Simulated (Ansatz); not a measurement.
The relaxed structure here is a generated cell of Ti: the first start was made by placing the elements on the sites of a structure type, and the end was not matched to a known phase here, so it may be hypothetical. Known forms of Ti include space group No. 194.

One stationary structure of Ti. The numbers are results of PBE (plane waves to 420 eV, PAW, scalar-relativistic; Ansatz, an electronic-structure program), not measurements.

```
CELL_PARAMETERS angstrom
      0.00000     2.83952     2.83952
      2.83952     0.00000     2.83952
      2.83952     2.83952     0.00000
ATOMIC_POSITIONS crystal
  Ti 0.25000 0.25000 0.25000
  Ti 0.00000 0.00000 0.00000
```

Question: Find the space group and the Wyckoff positions (tolerance 0.01 Å).

Answer: Space group Fd-3m, origin choice 1 (No. 227); a = 5.679 Å, b = 5.679 Å, c = 5.679 Å, α = 90.00°, β = 90.00°, γ = 90.00°

```json
[
 {"atom": "Ti", "site": "8b", "symmetry": "-43m", "x": "0.5000", "y": "0.5000", "z": "0.5000"}
]
```

This is the diamond type.

Question: Give the shortest distances between elements (the closest pairs, up to four, under 3.6 Å).

Answer: Ti–Ti 2.46 Å.

```yaml
volume_per_atom: 22.89 Å³
band_gap: no gap (metallic)
```

No spin polarisation in the result. A magnetic state may lie lower.

The run could not lose the symmetry of its start, so the end can be a saddle point.

All atoms sit on sites fixed by symmetry, so only the cell could relax.
